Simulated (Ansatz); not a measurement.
PtS:
Space group P4₂/mmc (No. 131); a = 3.4754 Å, b = 3.4754 Å, c = 6.0668 Å, α = 90.00°, β = 90.00°, γ = 90.00°

```csv
atom,site,symmetry,x,y,z
Pt,2c,mmm.,0.0000,0.5000,0.0000
S,2e,-4m2,0.0000,0.0000,0.2500
```

Relaxed with PBEsol. PBEsol (plane waves, PAW; program Ansatz) gives a gap of 0.52 eV.

Problem. What gap does HSE06 give on the same cell (Ansatz, PAW)?

Solution. 1.85 eV, 1.33 eV more. The hybrid was solved on a coarser mesh and at special points; the gap given is the minimum over both.

```tsv
k	v1 PBEsol	c1 PBEsol	v1 HSE06	c1 HSE06
Γ	-1.41	3.56	___	___
Z	-0.30	1.52	___	___
M	0.00	0.52	0.00	1.85
A	-0.21	1.76	___	___
R	-0.53	2.22	-0.58	3.56
X	-0.31	1.27	___	___
```

Problem. Top valence (v1) and lowest conduction level (c1) in eV from each method's valence maximum (which need not be a listed point): supply the withheld HSE06 values.

Solution. 
- A, v1 HSE06: -0.26
- A, c1 HSE06: 3.10
- Γ, v1 HSE06: -1.14
- Γ, c1 HSE06: 4.84
- Z, v1 HSE06: -0.25
- Z, c1 HSE06: 2.68
- X, v1 HSE06: -0.20
- X, c1 HSE06: 2.38

Cost on shared cores: the PBEsol run (SCF on a 8×8×5 mesh, then bands and DOS) roughly 60 core-seconds, the HSE06 run (SCF on 6×6×4, then a few points) about 5 core-minutes (a rough figure); the tasks are unlike.

Space group P4_2/mmc. The first step of the workflow began from a Materials Project structure, measured or hypothetical; the Crystallography Open Database files this formula in space group No. 131, but the cells were not matched. Its standing as an ambient phase is unchecked. The cell was relaxed with PBEsol under the symmetry of its start; whether a distortion lowers the energy is not shown. The run is not spin-polarised. Spin–orbit coupling is left out wherever it is not named.

Potentials: the later of the program's two PAW sets.
